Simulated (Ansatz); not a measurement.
Theory: DFT PBE, scalar-relativistic, plane waves, PAW in Ansatz. Settings: cutoff 420 eV, Γ-centred meshes spaced at most about 0.3 Å⁻¹, and about 0.25 Å⁻¹ or finer for metals (2π included), Gaussian smearing. No spin polarisation in the final relaxations.

Each of these unrelaxed guesses is relaxed in cell and atoms within its symmetry. A guess keeps its type if space group and coordination stay and the shape of the cell changes little (axis ratios within about 15 %, angles within 6°); the volume may change.

1. KNbO2

Space group P3m1 (No. 156). a = 3.515 Å, b = 3.515 Å, c = 6.918 Å, α = 90.00°, β = 90.00°, γ = 120.00°
| atom | site | symmetry | x | y | z |
| --- | --- | --- | --- | --- | --- |
| K | 1a | 3m. | 0.0000 | 0.0000 | 0.8593 |
| Nb | 1a | 3m. | 0.0000 | 0.0000 | 0.2390 |
| O | 1c | 3m. | 0.6667 | 0.3333 | 0.9187 |
| O | 1b | 3m. | 0.3333 | 0.6667 | 0.6206 |

2. ScSb3S

Space group P6/mmm (No. 191). a = 6.250 Å, b = 6.250 Å, c = 4.743 Å, α = 90.00°, β = 90.00°, γ = 120.00°
```csv
atom,site,symmetry,x,y,z
Sc,1a,6/mmm,0.0000,0.0000,0.0000
Sb,3f,mmm,0.5000,0.0000,0.0000
S,1b,6/mmm,0.0000,0.0000,0.5000
```

Question: Which keep their type?

Answer: Guess 2 keeps its type.

```tsv
guess	kept	start group	end group	V start (Å³/atom)	V end	b/a and c/a, end over start	nearest neighbours start	nearest neighbours end
1	no	P3m1	P-3m1	18.5	13.2	-	K 3, Nb 4, O 3/6	K 12, Nb 6, O 3
2	yes	P6/mmm	P6/mmm	32.1	32.0	1.00, 1.02	S 2, Sb 6, Sc 2	S 2, Sb 6, Sc 2
```

Neighbours count within 15 % of an atom's shortest distance; end groups are read at 0.02 Å (0.05 Å in metals).

These runs have no spin–orbit coupling, which can matter for Sb. Cells relaxed within their symmetry can be saddle points.

In counts of neighbours, a slash parts the counts of unlike sites.
